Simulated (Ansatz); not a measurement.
Input:

TaTe:
```xyz
2
Lattice="3.3772 0.0000 0.0000 0.0000 3.3772 0.0000 0.0000 0.0000 3.3772" Properties=species:S:1:pos:R:3 pbc="T T T"
Ta     0.0000     0.0000     0.0000
Te     1.6886     1.6886     1.6886
```

This is the PBEsol-relaxed structure.

Question: All from DFT-PBEsol in the program Ansatz with PAW potentials, unless another level is named. Give the electronic character.

Answer: metallic (no gap).

Question: What about the formation energy from the elements (no fitted shifts)?

Answer: 0.097 eV/atom.

Question: Give the gap with spin–orbit coupling.

Answer: none (metallic).

Space group Pm-3m (CsCl type). The start of the workflow was typed in or built on a structure type; neither database checked (COD, Materials Project) lists it. Whether it is the stable phase at ambient conditions was not checked. The cell was relaxed with PBEsol under the symmetry of its start; whether a distortion lowers the energy is not shown. The run is not spin-polarised. With an odd number of electrons in the cell and no spin polarisation, the count alone makes it a metal. The references are the lowest solids computed at this level, not always the standard phases. Scalar-relativistic: spin–orbit coupling is off unless named, which matters more the heavier the elements.

Potentials: the later of the program's two PAW sets.
